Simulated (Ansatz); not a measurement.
Relaxed-ion elastic tensor of AlRh (CsCl type, space group No. 221) in GPa (Voigt order), the program Ansatz at the LDA level (PAW); density 8.42 g/cm³, 12.81 Å³ per atom.

```csv
,1,2,3,4,5,6
1,345,166,166,0.0,0.0,0.0
2,166,345,166,0.0,0.0,0.0
3,166,166,345,0.0,0.0,0.0
4,0.0,0.0,0.0,123,0.0,0.0
5,0.0,0.0,0.0,0.0,123,0.0
6,0.0,0.0,0.0,0.0,0.0,123
```

Question: Is the crystal mechanically stable?

Answer: Yes: the smallest eigenvalue of C is 123 GPa.

Question: Work out the Voigt, Reuss and Hill averages.

Answer: K_V = 225, K_R = 225, K_H = 225; G_V = 110, G_R = 107, G_H = 108 GPa.

Question: Give Young's modulus, Poisson's ratio, Pugh's ratio and the universal anisotropy index.

Answer: E = 9KG/(3K + G) = 280 GPa; ν = 0.29; K/G = 2.08 (ductile by the Pugh limit of 1.75); A_U = 5G_V/G_R + K_V/K_R − 6 = 0.13.

Question: Estimate the sound speeds and the Debye temperature.

Answer: v_l = √((K + 4G/3)/ρ) = 6630 m/s, v_t = √(G/ρ) = 3590 m/s, mean 4010 m/s; Θ = (h/k)(3n/4πV)^(1/3) v_m = 510 K.

Question: Give the Zener ratio and Young's modulus along [100], [110] and [111].

Answer: A = 2C44/(C11 − C12) = 1.38; 1/E = S11 − 2(S11 − S12 − S44/2)Γ with Γ = 0, 1/4, 1/3 gives 237, 290, 313 GPa.

Space group Pm-3m (CsCl type). The first step of the workflow began from a Materials Project structure, measured or hypothetical; the Crystallography Open Database copy checked does not list it. Its standing as an ambient phase is unchecked. Symmetry was held in the LDA relaxation; whether a distortion lowers the energy is not shown. No spin polarisation was allowed. As this level gives no gap, shear constants depend on the k-mesh and smearing (Fermi–Dirac, 0.1 eV here).

Potentials: the earlier of the program's two PAW sets. The files were generated under PBE; for other functionals the program regenerates the frozen cores, and for LDA and PBEsol the local potential too.
